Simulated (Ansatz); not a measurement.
NiN₂ in space group P4/mbm (No. 127; Ni on 2a, N on 4h), PBEsol (plane waves, PAW; program Ansatz), all energies at zero smearing, with the estimated change up to a 700 eV cutoff added, with one set of potentials and settings (totals compare only within such a set). Cell of 6 atoms (2 Ni, 4 N): -13120.473 eV.

```csv
element,reference phase,E (eV/atom)
Ni,"Fm-3m, 1 atoms in the cell, spin-polarised",-5804.9838
N,"Pa-3, 8 atoms in the cell",-378.4910
```

Formation energy per atom, worked out: (-13120.473 − 2×(-5804.9838) − 4×(-378.4910))/6 = 0.576 eV/atom (56 kJ per mol of atoms), at 0 K, without zero-point energy or fitted corrections.

The start of the workflow was typed in or built on a structure type; neither database checked (COD, Materials Project) lists it. Whether it is the stable phase at ambient conditions was not checked. The PBEsol relaxation kept the symmetry of its start. At this level the phase is dynamically unstable (imaginary phonons). The workflow began spin-polarised and lost its moments. The volume moved by 24 % from the start of the relaxation. Its formation energy is positive at this level, so the cell may be metastable or incomplete. The references are the lowest solids computed at this level, not always the standard phases (solids in place of the gases).

Potentials: the earlier of the program's two PAW sets. The files were generated under PBE; for other functionals the program regenerates the frozen cores, and for LDA and PBEsol the local potential too.
